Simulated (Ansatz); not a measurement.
## How the vibrations of Ti₃Al₅ change with volume

Method: DFT LDA, scalar-relativistic, plane waves, PAW in Ansatz. Settings: 420 eV plane-wave cutoff, Γ-centred 10×10×4 mesh, Fermi-Dirac smearing of 0.15 eV. No spin polarisation. Phonons by linear response, acoustic sum rule imposed.

Equilibrium structure at this level:
```cif
data_structure
_symmetry_space_group_name_H-M 'P4/mmm'
_symmetry_Int_Tables_number 123
_cell_length_a 3.8548
_cell_length_b 3.8548
_cell_length_c 8.1886
_cell_angle_alpha 90.000
_cell_angle_beta 90.000
_cell_angle_gamma 90.000
_cell_volume 121.68
loop_
_atom_site_label
_atom_site_type_symbol
_atom_site_symmetry_multiplicity
_atom_site_Wyckoff_symbol
_atom_site_fract_x
_atom_site_fract_y
_atom_site_fract_z
_atom_site_occupancy
Ti1 Ti 1 b 0.00000 0.00000 0.50000 1
Ti2 Ti 1 c 0.50000 0.50000 0.00000 1
Ti3 Ti 1 d 0.50000 0.50000 0.50000 1
Al1 Al 4 i 0.00000 0.50000 0.25229 1
Al2 Al 1 a 0.00000 0.00000 0.00000 1
```

In a metal, frequencies depend on the k mesh and the smearing, soft modes most.

Cells at 0.98 and 1.02 times the equilibrium volume were relaxed in shape and atoms; γ = −d ln ν / d ln V, modes matched by rank.

(1) Give the optical frequencies at Γ (cm⁻¹) at the three volumes and the mode Grüneisen parameters.

(2) What pressures hold the two strained cells, and what bulk modulus follows?

Results:

(1)
```csv
0.98 V,V,1.02 V,γ,degeneracy
140,135,130,1.77,1
183,177,171,1.58,2
206,200,194,1.43,2
237,229,221,1.77,1
263,256,248,1.48,2
291,284,277,1.29,1
295,286,278,1.53,1
296,287,278,1.50,1
300,292,285,1.33,2
302,293,285,1.41,1
327,317,307,1.56,2
340,327,315,1.90,1
342,331,320,1.67,2
356,344,331,1.83,2
```

(2) 2.53 GPa at 0.98 V and -2.28 GPa at 1.02 V, so B = −dP/d ln V ≈ 120 GPa.